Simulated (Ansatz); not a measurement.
**Energy landscape near a K$_{2}$InSbF$_{6}$ structure**

Computed with Ansatz, DFT r2SCAN, scalar-relativistic, plane waves, PAW.

Plane waves to 500 eV, a k mesh through Γ of 6×6×6 on the computed 10-atom cell and Gaussian smearing (0.02 eV); no spin polarisation.

Reference cell:

```xyz
10
Lattice="0.0000 4.7833 4.7833 4.7833 0.0000 4.7833 4.7833 4.7833 0.0000" Properties=species:S:1:pos:R:3 pbc="T T T"
K     7.1750    7.1750    7.1750
K     2.3917    2.3917    2.3917
In    4.7833    4.7833    4.7833
Sb    0.0000    0.0000    0.0000
F     2.2039    4.7833    4.7833
F     4.7833    4.7833    2.2039
F     7.3628    4.7833    4.7833
F     4.7833    2.2039    4.7833
F     4.7833    7.3628    4.7833
F     4.7833    4.7833    7.3628
```

Each variant moves atoms of this cell by the vectors given, if any (Å), and then applies a symmetric strain (tensor components, Cartesian axes). The reference cell isn't relaxed at this level. Energies are per atom at zero smearing, counted from the lowest variant. Pressure is positive in compression.

1. strain (xx yy zz yz xz xy, %) -1.69 -1.69 -1.69 0.00 0.00 0.00; moves: F5 (-0.129, 0.000, 0.000); F6 (0.000, 0.000, -0.129); F7 (0.129, 0.000, 0.000); F8 (0.000, -0.129, 0.000); F9 (0.000, 0.129, 0.000); F10 (0.000, 0.000, 0.129)
2. strain (xx yy zz yz xz xy, %) 4.49 4.49 4.49 0.00 0.00 0.00; moves: F5 (-0.194, 0.000, 0.000); F6 (0.000, 0.000, -0.194); F7 (0.194, 0.000, 0.000); F8 (0.000, -0.194, 0.000); F9 (0.000, 0.194, 0.000); F10 (0.000, 0.000, 0.194)
3. no strain; moves: K1 (0.000, 0.225, 0.000)
4. strain (xx yy zz yz xz xy, %) 1.87 1.87 1.87 0.00 0.00 0.00; moves: F5 (-0.077, 0.000, 0.000); F6 (0.000, 0.000, -0.077); F7 (0.077, 0.000, 0.000); F8 (0.000, -0.077, 0.000); F9 (0.000, 0.077, 0.000); F10 (0.000, 0.000, 0.077)
5. strain (xx yy zz yz xz xy, %) -6.05 1.67 -2.62 0.00 0.00 2.01; moves: K1 (-0.006, -0.008, -0.015); K2 (-0.006, -0.008, 0.015); In3 (-0.012, 0.014, 0.000); Sb4 (-0.017, 0.014, 0.000); F5 (0.000, 0.031, 0.000); F6 (-0.020, 0.000, -0.019); F7 (-0.002, 0.008, 0.000); F8 (0.051, -0.029, 0.000); F9 (0.033, -0.021, 0.000); F10 (-0.020, 0.000, 0.019)
6. strain (xx yy zz yz xz xy, %) 1.07 1.07 1.07 0.00 0.00 0.00; moves: F5 (0.077, 0.000, 0.000); F6 (0.000, 0.000, 0.077); F7 (-0.077, 0.000, 0.000); F8 (0.000, 0.077, 0.000); F9 (0.000, -0.077, 0.000); F10 (0.000, 0.000, -0.077)
7. strain (xx yy zz yz xz xy, %) -3.62 1.50 0.25 -1.75 0.64 -2.23; moves: K1 (-0.007, 0.017, 0.019); K2 (-0.010, -0.009, -0.030); In3 (-0.016, 0.009, 0.005); Sb4 (0.015, 0.021, 0.024); F5 (-0.015, 0.013, -0.012); F6 (0.018, -0.001, 0.030); F7 (0.034, -0.013, -0.013); F8 (0.007, 0.003, -0.016); F9 (0.003, -0.005, -0.015); F10 (-0.027, -0.033, 0.007)
8. strain (xx yy zz yz xz xy, %) -2.30 -2.30 -2.30 0.00 0.00 0.00; moves: F5 (-0.129, 0.000, 0.000); F6 (0.000, 0.000, -0.129); F7 (0.129, 0.000, 0.000); F8 (0.000, -0.129, 0.000); F9 (0.000, 0.129, 0.000); F10 (0.000, 0.000, 0.129)
9. strain (xx yy zz yz xz xy, %) 1.64 1.64 1.64 0.00 0.00 0.00; moves: F5 (-0.194, 0.000, 0.000); F6 (0.000, 0.000, -0.194); F7 (0.194, 0.000, 0.000); F8 (0.000, -0.194, 0.000); F9 (0.000, 0.194, 0.000); F10 (0.000, 0.000, 0.194)
10. no strain; moves: F5 (0.000, 0.000, 0.150)
11. strain (xx yy zz yz xz xy, %) -1.26 -1.26 -1.26 0.00 0.00 0.00; moves: F5 (0.194, 0.000, 0.000); F6 (0.000, 0.000, 0.194); F7 (-0.194, 0.000, 0.000); F8 (0.000, 0.194, 0.000); F9 (0.000, -0.194, 0.000); F10 (0.000, 0.000, -0.194)
12. strain (xx yy zz yz xz xy, %) -2.33 -2.33 -2.33 0.00 0.00 0.00; moves: F5 (0.194, 0.000, 0.000); F6 (0.000, 0.000, 0.194); F7 (-0.194, 0.000, 0.000); F8 (0.000, 0.194, 0.000); F9 (0.000, -0.194, 0.000); F10 (0.000, 0.000, -0.194)

**Question.** Order the variants by energy, lowest first.

**Answer.** 3 (0.0 meV/atom), 10 (0.1 meV/atom), 7 (8.2 meV/atom), 5 (19.4 meV/atom), 4 (21.9 meV/atom), 6 (38.4 meV/atom), 12 (65.8 meV/atom), 11 (76.8 meV/atom), 1 (86.8 meV/atom), 8 (100.7 meV/atom), 2 (101.6 meV/atom), 9 (116.1 meV/atom). Neighbours within 1 meV/atom are level.

**Question.** Order them by pressure, highest first.

**Answer.** 8 (6.41 GPa), 1 (5.31 GPa), 9 (2.76 GPa), 5 (2.40 GPa), 2 (-0.25 GPa), 7 (-0.43 GPa), 4 (-1.37 GPa), 3 (-1.46 GPa), 10 (-1.54 GPa), 12 (-1.94 GPa), 11 (-3.22 GPa), 6 (-4.12 GPa).